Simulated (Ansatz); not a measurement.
The elements of this relaxed trial crystal are hidden behind letters.

```
lattice vectors (Å)
  -1.6731    4.1976    5.0198
   1.6731   -4.1976    5.0198
   1.6731    4.1976   -5.0198
fractional positions
X 0.0000 0.0000 0.0000
Z 0.6618 0.0000 0.6618
Z 0.9917 0.3302 0.6615
Z 0.3312 0.6698 0.6615
Z 0.3382 0.0000 0.3382
Z 0.6688 0.3302 0.3385
Z 0.0083 0.6698 0.3385
Q 0.3334 0.3334 0.0000
Q 0.6666 0.6666 0.0000
```

Theory: DFT PBE, scalar-relativistic, plane waves, PAW (Ansatz). Settings of the last relaxation (9-atom cell): 420 eV, 12×12×12 k points, Gaussian smearing of 0.10 eV, no spin polarisation.

```
Space group                                 : Immm (No. 71)
Conventional cell                           : a = 3.346 Å, b = 8.395 Å, c = 10.040 Å
Volume per atom                             : 15.67 Å³
Density                                     : 7.95 g/cm³
Energy over the elements                    : −0.20 eV/atom
Gap on the 12×12×12 mesh of the 9-atom cell : 0 eV (a metal)
```

Energies are uncorrected and count from the elements' standard states at the same level.

Task: X is a d-block element of period 4, Z is a p-block element of period 4 and Q is a d-block element of period 5. Which elements are they?

Result: X = Ti, Z = Ge, Q = Mo, so the formula is TiGe6Mo2. Density times volume gives a mean mass of 7.95 × 15.67/1.6605 = 75.0 u per atom, and this set has 75.1 u. Ti has 10 Ge at 2.75–2.84 Å, 2 Ti at 3.35 Å and 2 Mo at 3.35 Å; Ge on a site of symmetry m2m has 5 Ge at 2.72–2.81 Å, 4 Mo at 2.73 Å, 1 Ti at 2.84 Å and 4 Ge at 3.32–3.35 Å; Mo has 10 Ge at 2.71–2.84 Å, 3 Mo at 3.35 Å and 1 Ti at 3.35 Å; 1 more site not described. Other sets within the hints have nearly the same mass, so mass alone doesn't settle it; this one was computed.

A later test with randomly moved atoms came back to the same energy, though modes that don't fit the test's cell weren't probed.
